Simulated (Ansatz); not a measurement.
Mg, first-principles data

Mg:
```
CELL_PARAMETERS angstrom
     -1.77809     1.77809     1.77809
      1.77809    -1.77809     1.77809
      1.77809     1.77809    -1.77809
ATOMIC_POSITIONS crystal
  Mg 0.00000 0.00000 0.00000
```

Space group Im-3m (No. 229), bcc (W type); conventional cell a = b = c = 3.556 Å, α = β = γ = 90.00°.

Method: PBEsol (plane waves, PAW; program Ansatz). Geometry: relaxed at this level of theory. Other levels are named where they apply.

### Cell and energy

Volume per atom: 22.49 Å³
Density: 1.79 g/cm³

### Electronic structure

* **Electronic character**: metallic (no gap)
* **Density of states at the Fermi level**: 0.43 states/eV per atom (mean over ±0.08 eV)

### Mechanics

- Bulk modulus (Birch–Murnaghan fit) = 361 kbar
- Pressure derivative B′ = 4.0
- Elastic constants (relaxed ions, GPa) = C11 = 35.6, C12 = 36.8, C44 = 31.2
- Mechanical stability = unstable (C has a negative eigenvalue)

### Phonons

- Dynamical stability on the path = unstable, down to 32i cm⁻¹

The workflow started from a Materials Project entry (that database holds measured and hypothetical structures alike); the Crystallography Open Database copy checked does not list it. It is not the phase usual at ambient conditions (space group No. 194). Symmetry was held in the PBEsol relaxation. As this level gives no gap, shear constants depend on the k-mesh and smearing (Fermi–Dirac, 0.1 eV here). As this level gives no gap, phonon frequencies hold no LO–TO term and depend on the k-mesh and smearing (Fermi–Dirac, 0.1 eV here).

Potentials: the earlier of the program's two PAW sets.
